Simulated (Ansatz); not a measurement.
ZnAg (L1₀ or tetragonal B2, P4/mmm) under volume change, DFT-r²SCAN in the program Ansatz with PAW potentials, shape and atoms relaxed at each volume.

| V (Å³/atom) | E − E(relaxed) (meV/atom) | P (GPa) |
|---|---|---|
| 14.102 | 51.2 | 13.09 |
| 14.567 | 21.0 | 7.88 |
| 15.032 | … | … |
| 15.497 | 0.0 | 0.04 |
| 15.962 | 3.9 | -2.91 |
| 16.427 | 15.9 | -5.32 |
| 16.891 | … | … |

Task: Complete the blanks.

Result: 
- 15.032, E − E(relaxed) (meV/atom): 4.6
- 15.032, P (GPa): 3.57
- 16.891, E − E(relaxed) (meV/atom): 34.6
- 16.891, P (GPa): -7.26

Task: What does a third-order Birch–Murnaghan fit give for V₀, B₀ and B′?

Result: V₀ = 15.50 Å³/atom, B₀ = 107 GPa, B′ = 5.5.

The first step of the workflow began from a Materials Project structure, measured or hypothetical; the Crystallography Open Database copy checked does not list it. COD files the formula under space group No. 221. Its standing as an ambient phase is unchecked. The cell keeps a stress of up to 0.2 GPa. The cell was relaxed with r²SCAN under the symmetry of its start; its stability against distortions is not shown here. No spin polarisation was allowed.

Potentials: the later of the program's two PAW sets.
